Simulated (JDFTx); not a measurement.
Nb(100) slab cut from bulk Nb (space group Im-3m, indices of the conventional cell, lattice of the Materials Project entry mp-75, not re-optimised): 6 atoms in 6 planes, a 1x1 cell of 11.01 Å² (|a| = 3.318, |b| = 3.318 Å), 8.0 Å between the outermost planes, cell height 24.3 Å, 6×6×1 k mesh, Fermi smearing 0.01 Ha, no spin polarisation.

Computed with JDFTx (a modified build): PBE, GBRV ultrasoft potentials, plane waves to 20/100 Ha. Liquid: CANDLE, water, 1 M NaCl. The neutral cell holds 78 valence electrons and has two faces of 11.007 Å² each. Last filling lines of the neutral and of a charged run (μ in hartree, zero in the bulk liquid):

```
FillingsUpdate:  mu: -0.116835659  nElectrons: 78.000000
FillingsUpdate:  mu: -0.122743000  nElectrons: 77.917544
```

Worked example: both potentials, by the convention U = −μ/e − 4.44 V vs SHE, the surface charge density and the mean capacitance.

U_pzc = 0.11684 × 27.2114 − 4.44 = -1.26 V; U = 0.12274 × 27.2114 − 4.44 = -1.10 V. The cell has -0.0825 excess electrons, a net charge of 0.0825 e, shared by two faces: σ = 0.0825 e / (2 × 11.007 Å²) = 0.00375 e/Å² = 6.0 μC/cm² (1 e/Å² = 1602.18 μC/cm²). C = σ/(U − U_pzc) = 6.0/0.16 ≈ 37 μF/cm².
